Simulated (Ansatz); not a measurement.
Input:

Al₂O₃:
```yaml
crystal:
  lattice:
    - [-4.44285, 4.44285, 4.44285]
    - [4.44285, -4.44285, 4.44285]
    - [4.44285, 4.44285, -4.44285]
  atoms:
    - { symbol: Al, position: [0.50000, 0.50000, 0.50000] }
    - { symbol: Al, position: [0.50000, 0.00000, 0.00000] }
    - { symbol: Al, position: [0.00000, 0.00000, 0.50000] }
    - { symbol: Al, position: [0.00000, 0.50000, 0.00000] }
    - { symbol: Al, position: [0.25000, 0.71225, 0.46225] }
    - { symbol: Al, position: [0.75000, 0.78775, 0.03775] }
    - { symbol: Al, position: [0.46225, 0.25000, 0.71225] }
    - { symbol: Al, position: [0.03775, 0.75000, 0.78775] }
    - { symbol: Al, position: [0.71225, 0.46225, 0.25000] }
    - { symbol: Al, position: [0.78775, 0.03775, 0.75000] }
    - { symbol: Al, position: [0.75000, 0.28775, 0.53775] }
    - { symbol: Al, position: [0.25000, 0.21225, 0.96225] }
    - { symbol: Al, position: [0.53775, 0.75000, 0.28775] }
    - { symbol: Al, position: [0.96225, 0.25000, 0.21225] }
    - { symbol: Al, position: [0.28775, 0.53775, 0.75000] }
    - { symbol: Al, position: [0.21225, 0.96225, 0.25000] }
    - { symbol: O, position: [0.54583, 0.77525, 0.54883] }
    - { symbol: O, position: [0.72642, 0.99700, 0.95117] }
    - { symbol: O, position: [0.77358, 0.72475, 0.27057] }
    - { symbol: O, position: [0.95417, 0.50300, 0.22943] }
    - { symbol: O, position: [0.54883, 0.54583, 0.77525] }
    - { symbol: O, position: [0.95117, 0.72642, 0.99700] }
    - { symbol: O, position: [0.27057, 0.77358, 0.72475] }
    - { symbol: O, position: [0.22943, 0.95417, 0.50300] }
    - { symbol: O, position: [0.77525, 0.54883, 0.54583] }
    - { symbol: O, position: [0.99700, 0.95117, 0.72642] }
    - { symbol: O, position: [0.72475, 0.27057, 0.77358] }
    - { symbol: O, position: [0.50300, 0.22943, 0.95417] }
    - { symbol: O, position: [0.45417, 0.22475, 0.45117] }
    - { symbol: O, position: [0.27358, 0.00300, 0.04883] }
    - { symbol: O, position: [0.22642, 0.27525, 0.72943] }
    - { symbol: O, position: [0.04583, 0.49700, 0.77057] }
    - { symbol: O, position: [0.45117, 0.45417, 0.22475] }
    - { symbol: O, position: [0.04883, 0.27358, 0.00300] }
    - { symbol: O, position: [0.72943, 0.22642, 0.27525] }
    - { symbol: O, position: [0.77057, 0.04583, 0.49700] }
    - { symbol: O, position: [0.22475, 0.45117, 0.45417] }
    - { symbol: O, position: [0.00300, 0.04883, 0.27358] }
    - { symbol: O, position: [0.27525, 0.72943, 0.22642] }
    - { symbol: O, position: [0.49700, 0.77057, 0.04583] }
```

This is the r²SCAN-relaxed structure.

Q: All from the program Ansatz at the r²SCAN level (PAW), unless another level is named. Predict the HSE06 gap on the r²SCAN cell.

A: 7.32 eV.

Q: Predict the formation energy from the elements (no fitted shifts).

A: -3.24 eV/atom.

Q: What about the weight of the valence-edge state by species (Voronoi cells)?

A: O 93 %, Al 7 %.

Q: Give the conduction-band minimum.

A: at Γ.

Q: What about the weight of the conduction-edge state by species (Voronoi cells)?

A: O 63 %, Al 37 %.

Space group Ia-3 (bixbyite). A made-up cell: these elements were put on the sites of a structure type; the Crystallography Open Database copy checked does not list it. It is not the phase usual at ambient conditions (space group No. 167). The cell was relaxed with r²SCAN under the symmetry of its start; of distortions, only those at the zone centre were tested. The references are the lowest solids computed at this level, not always the standard phases (solids in place of the gases).

Potentials: the later of the program's two PAW sets.
